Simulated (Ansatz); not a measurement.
## TiAg from its elements: all-electron against pseudopotential results

```xyz
4
Lattice="2.8755 0.0000 0.0000 0.0000 2.8755 0.0000 0.0000 0.0000 8.0392" Properties=species:S:1:pos:R:3 pbc="T T T"
Ti    0.0000    1.4377    7.0999
Ti    1.4377    0.0000    0.9394
Ag    0.0000    1.4377    2.9989
Ag    1.4377    0.0000    5.0404
```

The cell comes from a relaxation on PAW files under the same functional, begun from a database entry that needn't be the ground state.

All numbers are PBEsol results (scalar-relativistic) from Ansatz 0.2.0, with a Γ-centred 12×12×5 k mesh, Fermi–Dirac smearing of 0.05 eV, no spin polarisation. Methods: LAPW: all electrons, basis error target 0.5 meV/atom; PAW: frozen-core files, cutoff 420 eV.

The elements are taken as Ag fcc, Ti hcp, each relaxed on PAW files under the same functional and computed by the same method as the compound; zero-point and thermal terms are left out.

The PAW files were made under PBE.

(1) Give the formation energy by each method, with the residual pressure at this cell and the LAPW gap.

(2) Give the LAPW value for one formula unit in kJ/mol.

Results:

(1) 

```tsv
method	ΔE(formation) (eV/atom)	P at this cell (GPa)	gap (eV)
LAPW	-0.086	-0.02	0.00
PAW	-0.085	0.00	–
```

(2) -0.086 eV/atom × 2 atoms × 96.485 kJ/(mol·eV) = -16.6 kJ/mol, at zero temperature and without zero-point motion.
